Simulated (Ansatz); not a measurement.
TiC:
```yaml
crystal:
  lattice:
    - [0.00000, 2.16641, 2.16641]
    - [2.16641, 0.00000, 2.16641]
    - [2.16641, 2.16641, 0.00000]
  atoms:
    - { symbol: Ti, position: [0.00000, 0.00000, 0.00000] }
    - { symbol: C, position: [0.50000, 0.50000, 0.50000] }
```

Relaxed with PBE. Special points in fractions of this cell's reciprocal vectors: Γ (0.000, 0.000, 0.000); X (0.500, 0.000, 0.500); U (0.625, 0.250, 0.625); K (0.375, 0.375, 0.750); L (0.500, 0.500, 0.500); W (0.500, 0.250, 0.750).

Task: List the band energies nearest the Fermi level at these points for plane-wave PAW PBE (Ansatz code).

Result: In eV from the Fermi level; about four levels below and three above (degenerate sets whole), none deeper than 8.9 eV; points with the same levels are listed once.

| k | below | above |
|---|---|---|
| Γ | – | 0.71 0.71 0.71 |
| X | -3.42 -1.60 -0.03 -0.03 | 2.73 3.53 3.53 |
| U | -3.46 -3.34 -1.71 | 1.47 3.15 3.84 |
| L | -5.82 -2.89 -2.89 | 2.93 2.93 4.11 |
| W | -3.13 -3.13 -2.69 | 2.80 2.80 3.54 |

Space group Fm-3m (rock salt). The cell was relaxed with PBE under the symmetry of its start; phonons on a q-mesh show no instability. The run is not spin-polarised.

Potentials: the later of the program's two PAW sets.
